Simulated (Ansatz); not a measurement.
# Sc8Te, a known structure type with other elements, at an estimated volume

```
Te Sc
1.0
     8.65988    0.00000    0.00000
    -4.32994    7.49967    0.00000
     0.00000    0.00000    3.54766
Te Sc
1 8
Direct
  0.00000 0.00000 0.50000
  0.61350 0.00000 0.50000
  0.38650 0.38650 0.50000
  0.00000 0.61350 0.50000
  0.33330 0.66670 0.00000
  0.66670 0.33330 0.00000
  0.27700 0.00000 0.00000
  0.72300 0.72300 0.00000
  0.00000 0.27700 0.00000
```

Level: PBE, no spin polarisation; 420 eV; 5×5×10 Γ-centred mesh; fermi-dirac occupations (width 0.1 eV); Ansatz 0.2.0, fixed geometry.

Q: Give the Bader charges.

A: Bader charges in e: Sc -0.48 to +0.50, Te -1.68. In the mean Sc gives up most and Te takes most.

Q: Where is the largest force?

A: The largest is on Sc7 (and as large on other atoms): 0.18 eV/Å, components (0.18, 0.00, 0.00). It makes 144° with the line to a nearest neighbour, Te1 at 2.98 Å, pointing away from it.

Q: What happens at the Fermi level?

A: It is a metal, with about 12 states/eV a cell as the mean within 0.25 eV of the Fermi level, mostly Sc d (87 %).

Q: Is it stable against the elements?

A: -0.26 eV an atom against the elements' usual phases (free molecules for gases, crystals otherwise, with no correction for O₂ or N₂), so it is bound against them; other compounds may still compete. Relaxing would lower it.

Q: What do density and ELF say about some of the short contacts?

A: Te–Sc at 2.98 Å: least valence density 0.19 e/Å³ and ELF 0.14 there. Sc–Sc at 3.16 Å: least valence density 0.12 e/Å³ and ELF 0.19 there. These are pseudo-fields; inside the PAW spheres they differ from the all-electron ones.

Origin: a known structure type with other elements, at an estimated volume, so it need not be a known compound. Caveats: many states at the Fermi level without spin polarisation, so a magnetic state may lie lower.
